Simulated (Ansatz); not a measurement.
System: Ba (bcc type), 1 atom in the cell.

Computed with Ansatz, PBE, plane waves, PAW datasets (generated soft set 1).

Cutoff 420 eV; k-mesh 12×12×12 Γ-centred; Fermi–Dirac smearing of 0.1 eV; no spin polarisation; no spin–orbit coupling.

```
CELL_PARAMETERS angstrom
-2.51000 2.51000 2.51000
2.51000 -2.51000 2.51000
2.51000 2.51000 -2.51000
ATOMIC_POSITIONS crystal
Ba 0.00000 0.00000 0.00000
```

**Question.** What pressure does the calculation give?

**Answer.** The pressure is 0.02 GPa, close to zero.

**Question.** Metal or insulator on this mesh?

**Answer.** No gap opens on the mesh: metallic.

The stress includes the program's correction for the finite plane-wave basis.
